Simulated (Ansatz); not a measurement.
PbS:
```xyz
2
Lattice="0.0000 3.0044 3.0044 3.0044 0.0000 3.0044 3.0044 3.0044 0.0000" Properties=species:S:1:pos:R:3 pbc="T T T"
Pb     3.0044     3.0044     3.0044
S      0.0000     0.0000     0.0000
```

Relaxed with PBE. Special points in fractions of this cell's reciprocal vectors: Γ (0.000, 0.000, 0.000); X (0.500, 0.000, 0.500); U (0.625, 0.250, 0.625); K (0.375, 0.375, 0.750); L (0.500, 0.500, 0.500); W (0.500, 0.250, 0.750).

Question: List the band energies nearest the valence-band maximum at these points for the program Ansatz at the PBE level (PAW).

Answer: In eV from the valence-band maximum; about four levels below and three above (degenerate sets whole), none deeper than 8.9 eV; points with the same levels are listed once.

| k | below | above |
|---|---|---|
| Γ | -6.06 -1.95 -1.95 -1.95 | 5.13 5.13 5.13 |
| X | -7.10 -4.84 -3.16 -3.16 | 4.06 5.48 5.57 5.57 |
| U | -7.79 -4.44 -2.68 -2.30 | 3.36 4.11 5.01 |
| L | -8.59 -1.59 -1.59 0.00 | 0.49 2.07 2.07 |
| W | -7.76 -4.10 -4.10 -0.91 | 2.24 4.68 4.68 |

Space group Fm-3m (rock salt). The PBE relaxation kept the symmetry of its start. Spin–orbit coupling is left out wherever it is not named.

Potentials: the later of the program's two PAW sets.
